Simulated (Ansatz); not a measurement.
## Au (fcc, Cu type): scan of one atom of the cell

Relaxed Au (fcc, Cu type):

```yaml
crystal:
  lattice:
    - [4.15726, 0.00000, 0.00000]
    - [0.00000, 4.15726, 0.00000]
    - [0.00000, 0.00000, 4.15726]
  atoms:
    - { symbol: Au, position: [0.00000, 0.00000, 0.00000] }
    - { symbol: Au, position: [0.50000, 0.50000, 0.00000] }
    - { symbol: Au, position: [0.50000, 0.00000, 0.50000] }
    - { symbol: Au, position: [0.00000, 0.50000, 0.50000] }
```

In each cell atom 3 (Au, nearest neighbour Au at 2.940 Å; its periodic images, 4.2 Å or more away, move with it) moves by s·(-0.707, -0.707, 0.000) (towards the nearest neighbour), the rest being held.

The numbers are results of PBE (plane waves to 420 eV, PAW, scalar-relativistic; Ansatz, a program for electronic structure), not measurements. k mesh 9×9×9 (Γ-centred), Fermi-Dirac smearing 0.05 eV. Energies are smeared free energies. Compression counts positive. With partly filled bands, energies and forces of such displacements shift with the k mesh and the smearing. F∥ is the force on the atom along that direction. Au was relaxed with its symmetry unable to fall. Spin-orbit coupling is left out, though Au is heavy. The PAW data are Ansatz's earlier set. The zero of ΔE is the undisplaced structure.

```tsv
s (Å)	ΔE (eV/cell)	P (GPa)	F∥ (eV/Å)
-0.590	1.377	14.2	6.482
-0.472	0.766	8.5	4.056
-0.354	0.386	4.5	2.489
-0.236	0.159	1.9	1.429
-0.118	0.038	0.4	0.651
0.000	0.000	0.0	0.000
0.118	0.038	0.4	-0.651
0.236	0.159	1.9	-1.429
0.354	0.386	4.5	-2.489
0.472	0.766	8.5	-4.056
0.590	1.377	14.2	-6.482
```

Key numbers:

The energy at s = 0.590 Å is 1377 meV/cell. The force along the line at s = -0.590 Å comes out as 6.48 eV/Å and the force constant k = d²E/ds² at s = 0 (finite differences) is 5.34 eV/Å². Symmetry of the curve: even: the same for both signs. Shape of the curve: a single well with its minimum at or next to zero displacement. Harmonic estimate at the end of the scan: ½ks² = 930 meV/cell against the computed 1377 meV/cell, so the well is stiffer than harmonic there.

The 11 points together took about 4 core-minutes (a rough figure).

(For displaced atoms, the force is minus the slope of the energy, and its curvature is a force constant, which sets phonon frequencies.)
